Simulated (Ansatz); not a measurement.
# KTaO$_{3}$: ε∞ with and without local fields

Plane-wave DFT in Ansatz with scalar-relativistic PAW potentials. The crystal relaxes under PBE to Pm-3m with a = 4.024 Å, 13.04 Å³/atom. No spin polarisation.

A sum over independent transitions (PBE, gap on the mesh 2.16 eV) gives a mean ε∞ of 5.52.

Q: What does self-consistent linear response to a field give, and why do the two differ?

A: 5.41, which is 2.0 % lower. The response calculation lets the induced density act back: the Hartree local fields oppose the polarisation and lower ε∞, more so where the density is uneven, while the exchange-correlation kernel raises it again by part of that. The net effect here is a decrease, as usual.

Spin-orbit coupling is left out, which matters for the bands of heavy elements.

Symmetry holds off the tilts and polar distortions that many cubic perovskites undergo.